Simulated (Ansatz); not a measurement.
Question: Volume from PBE minus that from r²SCAN (% of the latter), each on its own relaxed cell (Ansatz, a program for electronic structure, plane waves, PAW; no spin–orbit coupling, no Hubbard U), over 23 phases of the class «hydrides and hydroxides»: what sign and size do you expect?

Answer: Mean 1.1 %, median 1.3 %, mean absolute 1.1 %; eight in ten lie between 0.0 and 2.0 %, and 87 % are above zero.

Some cases that may be named, with their rank among the 23 from the lowest: LiH, rock salt 0.2 % (rank 4); MgH2, rutile 2.0 % (rank 21); NaH, rock salt 2.4 % (rank 22).

The phases are those computed here (of each formula those with measured values and the lowest at some level), not a balanced benchmark, and neither functional is the truth. Pairs that end in unlike spin orders or unlike minima (c/a over 6 % apart, 30 % for weakly bound crystals), magnets with 4f shells, solids of gases and phases set aside for tests are left out.

1 of the phases carry moments, in the orders computed and without U.

All cells were relaxed under the symmetry of their starts (and spin orders); stability against distortions was not tested throughout.

Potentials: the later of the program's two PAW sets.

Ansatz is a plane-wave DFT program.
